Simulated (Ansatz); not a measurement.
BaHfO3 (cubic perovskite, Pm-3m) at seven volumes, the program Ansatz at the PBEsol level (PAW), scaled uniformly. One row is withheld.

| V (Å³/atom) | P (GPa) |
|---|---|
| 13.079 | 19.66 |
| 13.510 | ? |
| 13.941 | 5.51 |
| 14.373 | 0.00 |
| 14.804 | -4.68 |
| 15.235 | -8.66 |
| 15.666 | -12.04 |

Question: Fit the shown pressures and predict the withheld one.

Answer: P = (3/2)B₀(x^(7/2) − x^(5/2))[1 + (3/4)(B′ − 4)(x − 1)] with x = (V₀/V)^(2/3). Least squares on the six rows gives V₀ = 14.373 Å³/atom, B₀ = 169 GPa, B′ = 4.43. At V = 13.510, x = 1.0421 and P = 12.01 GPa. The run itself gave 12.01 GPa.

Symmetry was held in the PBEsol relaxation. The run is not spin-polarised. Spin–orbit coupling is left out wherever it is not named.

Potentials: the later of the program's two PAW sets.
